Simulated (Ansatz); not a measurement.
Input and command of a plane-wave DFT calculation in Ansatz:

```yaml
crystal:
  lattice:
    - [3.8356006073, 0.0, 0.0]
    - [0.0, 3.8356006073, 0.0]
    - [0.0, 0.0, 3.8356006073]
  atoms:
    - { symbol: Ag, position: [0.0, 0.0, 0.0] }
    - { symbol: C, position: [0.5, 0.5, 0.5] }
    - { symbol: Ni, position: [0.5, 0.5, 0.0] }
    - { symbol: Ni, position: [0.5, 0.0, 0.5] }
    - { symbol: Ni, position: [0.0, 0.5, 0.5] }
basis:
  ecutwfc: 420
kpoints:
  mp_grid: { grid: [10, 10, 10] }
hamiltonian:
  xc: pbe
scf:
  occupations: { method: gaussian, width: 0.1 }
  lower_state_search: "off"
output:
  forces: true
  stress: true
  eigenvalues: true
```

```bash
ansatz run input.yaml --threads 1 --pin off --max-ram 2560MiB --backend cpu --events-out ev --progress --plain --runs-dir out
```

Processor: Arm Neoverse V1, 1 thread, on a host shared with other jobs.

Problem. Estimate time, memory and problem size.

Solution. About 8 s on 1 thread of Arm Neoverse V1, with other jobs on the host, peak memory 0.4 GiB. It solves 47 bands at 56 k points (the mesh reduced by the symmetry that the task leaves, which can be less than the crystal's) with about 1141 plane waves, in 7 SCF iterations.
